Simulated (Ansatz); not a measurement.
**P: which magnetic state is lowest?**

Computed with DFT r2SCAN, scalar-relativistic, plane waves, PAW (Ansatz 0.2.0).

```
P
1.0
     9.20000    0.00000    0.00000
     0.00000    9.20000    0.00000
     0.00000    0.00000    7.40000
P
4
Cartesian
  4.6000 4.6000 0.0000
  0.0000 0.0000 0.0000
  0.0000 4.6000 4.6250
  4.6000 0.0000 2.7750
```

- plane-wave cutoff: 500 eV
- Γ-centred k-mesh: 4×4×4
- occupation rule: Gaussian smearing, 0.02 eV
- list of starting moments (μB, in atom order): 1 1 1 1
- check for lower electronic states after the SCF: asked for but not made

All runs keep this geometry, which stands near equilibrium for the lowest state (largest force there 0.016 eV/Å, pressure 0.0 GPa; forces reach 0.32 eV/Å in another state) and needn't be a stable compound; relaxing each order can shift differences of a few meV. Signs run over the atoms with starting moments. Site moments are spin moments in atom-centred spheres that scale with the neighbour distance. The states are those that the runs reached from these starts; a lower one can exist.

Q: Starts tried: no spin; ferromagnetic; antiferromagnetic in the cell, signs ++--. Which state comes out lowest, and what are the moments?

A: The lowest state is antiferromagnetic, reached from the start “antiferromagnetic in the cell, signs ++--”, with site moments (μB) P +2.91 (×2), P -2.91 (×2). The next state lies only 2.27 meV/atom higher, which mesh, smearing and relaxation can turn, so the order isn't settled.

```json
{"start": "no spin", "ends": "non-magnetic", "energy above lowest (meV/atom)": "2194", "site moments (μB)": "none over 0.05", "gap on mesh (eV)": "metal", "P (GPa)": "-0.7"}
{"start": "ferromagnetic", "ends": "ferromagnetic", "energy above lowest (meV/atom)": "2.27", "site moments (μB)": "P +2.91 (×4)", "gap on mesh (eV)": "3.14", "P (GPa)": "0.0"}
{"start": "antiferromagnetic in the cell, signs ++--", "ends": "antiferromagnetic", "energy above lowest (meV/atom)": "0.00", "site moments (μB)": "P +2.91 (×2), P -2.91 (×2)", "gap on mesh (eV)": "3.28", "P (GPa)": "0.0"}
```

Cost: 3 runs of about 5.1 core-minutes in all, on Arm Neoverse V2 (shared hosts).